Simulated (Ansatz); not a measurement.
Run times of several calculations on Si3N4

Cell: 14 atoms, space group P6_3/m, a = 7.609 Å, b = 7.609 Å, c = 2.908 Å, α = 90.00°, β = 90.00°, γ = 120.00°.

All runs are DFT with Ansatz 0.2.0 on 1 thread of Intel Xeon Platinum 8259CL CPU @ 2.50GHz (Skylake/Cascade Lake) (x86_64; 8 cores open to the job, memory cap 3.0 GiB, no GPU), a shared host.

(1) Rank the runs by wall time, shortest first.
A. single point, PBE, gradients read without the response of the cores, 420 eV, 4×4×10 k-points, smearing 0.02 eV
B. relaxation of the ions, PBE, gradients read without the response of the cores, 420 eV, 4×4×10 k-points, smearing 0.02 eV
C. single point at relaxed positions, r2SCAN, gradients read without the response of the cores, 500 eV, 4×4×10 k-points, smearing 0.02 eV

Answers

(1) A (14 s, 0.49 GiB), C (27 s, 0.88 GiB), B (43 s, 0.53 GiB).
